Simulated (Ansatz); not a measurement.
NaCl (rock salt) is sheared across one {110} plane: the third cell vector gains the shift, so faults repeat every 5.9 Å. The cut lies between planes 1.98 Å apart; the cell height is held.

```
CELL_PARAMETERS angstrom
      3.96526     0.00000     0.00000
      0.00000     5.60772     0.00000
      1.98263     2.80386     5.94789
ATOMIC_POSITIONS crystal
  Cl 0.00000 0.00000 0.83333
  Cl 0.33333 0.33333 0.16667
  Cl 0.66667 0.66667 0.50000
  Na 0.00000 0.50000 0.83333
  Na 0.33333 0.83333 0.16667
  Na 0.66667 0.16667 0.50000
```

In-plane vectors a = (3.965, 0.000) Å, b = (0.000, 5.608) Å, area 22.24 Å². The shift is x·a + y·b, and the map repeats with period 1 in x and y. The shift is rigid: no atom relaxes. γ = [E(shift) − E(0)] / area.

The numbers are results of r2SCAN (plane waves to 500 eV, PAW, scalar-relativistic; Ansatz, a first-principles code), not measurements. k mesh 7×7×7 (Γ-centred), Fermi-Dirac smearing 0.05 eV. E is the zero-smearing estimate. Points where atoms come too close for the PAW data are left out (x in tables, blank in figures). Faults lie only 5.9 Å apart, and holding the cell height and the atoms raises γ above its relaxed value. NaCl was relaxed with its symmetry unable to fall. The last digit holds for this mesh only.

Changes of γ (J/m²) from the point x = 0.000, y = 0.000 when one coordinate moves alone (two changes are said to add if the coupling is within 5 % of the smaller one, nearly so within 20 %):

```json
[
 {"point": "x = 0.167, y = 0.000", "change": "0.310"},
 {"point": "x = 0.333, y = 0.000", "change": "1.410"},
 {"point": "x = 0.667, y = 0.000", "change": "1.410"},
 {"point": "x = 0.833, y = 0.000", "change": "0.310"},
 {"point": "x = 0.000, y = 0.167", "change": "0.362"},
 {"point": "x = 0.000, y = 0.333", "change": "1.474"},
 {"point": "x = 0.000, y = 0.500", "change": "2.282"},
 {"point": "x = 0.000, y = 0.667", "change": "1.474"},
 {"point": "x = 0.000, y = 0.833", "change": "0.362"}
]
```

Task: Do the two effects add at x = 0.167, y = 0.667? Give the computed change.

Result: The sum of the single changes is 0.310 + (1.474) = 1.784; the calculation gives 1.935, so the coupling contributes 0.151 (over 20 % of the smaller single change, not additive).

Task: What is the change at x = 0.333, y = 0.167, where both move, and how far is it from the sum?

Result: The sum of the single changes is 1.410 + (0.362) = 1.772; the calculation gives 1.236, so the coupling contributes -0.536 (over 20 % of the smaller single change, not additive).

Task: Do the two effects add at x = 0.833, y = 0.833? Give the computed change.

Result: The sum of the single changes is 0.310 + (0.362) = 0.672; the calculation gives 0.580, so the coupling contributes -0.092 (over 20 % of the smaller single change, not additive).

(The slope of γ gives the shear force per area between the displaced halves; near zero shift its curvature is an elastic stiffness.)
